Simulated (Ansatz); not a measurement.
The start is a relaxed Sn cell, doubled along one cell vector, shaken by Gaussian noise of σ = 0.08 Å a coordinate. A full variable-cell relaxation at zero pressure is run with PBE (plane waves to 420 eV, PAW, scalar-relativistic; Ansatz, a quantum-chemistry and plane-wave program). The first steps use a coarse 11×6×11 k-mesh.

Starting cell:
```
Sn
1.0
    3.08775     0.00000     0.00000
    0.00000     6.17549     0.00000
    0.00000     0.00000     3.08775
Sn
2
Direct
  0.99970   0.01529   0.99850
  0.99565   0.49389   0.06946
```

Problem. How much energy is released per atom?

Solution. 0.06 eV/atom.

Problem. How does the volume change?

Solution. -3.4 %, from 29.44 to 28.45 Å³/atom.

Problem. Does it find its way back to the structure it was made from?

Solution. It does not go back: it reaches P6/mmm (No. 191), AFLOW prototype A_hP1_191_a (A_f, as in Sn), 0.04 eV/atom below the parent.

Problem. How do the shortest distances between atoms change?

Solution. The closest pairs of elements (up to four, under 3.6 Å), start → end: Sn–Sn 2.96 → 3.09 Å.

Problem. What band gap does the relaxed structure have at this level?

Solution. Zero (metallic).

Problem. What does it relax into? Give the structure.

Solution. 
```cif
data_Sn
_chemical_formula_sum 'Sn1'
_space_group_name_H-M_alt 'P6/mmm'
_space_group_IT_number 191
_space_group_name_Hall '-P 6 2'
_cell_length_a 3.26274
_cell_length_b 3.26274
_cell_length_c 3.08548
_cell_angle_alpha 90.000
_cell_angle_beta 90.000
_cell_angle_gamma 120.000
loop_
_atom_site_label
_atom_site_type_symbol
_atom_site_symmetry_multiplicity
_atom_site_Wyckoff_symbol
_atom_site_fract_x
_atom_site_fract_y
_atom_site_fract_z
_atom_site_occupancy
Sn1 Sn 1 a 0.00000 0.00000 0.00000 1
```

Final values are on a 16×16×15 k-mesh of the relaxed cell. No spin polarisation in the result.

The run could not lose the symmetry of its start: the end is stationary, and may be a saddle point rather than a minimum.

The relaxed structure here is a generated cell of Sn: the first start was made by placing the elements on the sites of a structure type, and the end was not matched to a known phase here, so it may be hypothetical. Known forms of Sn include space group No. 141, 227.
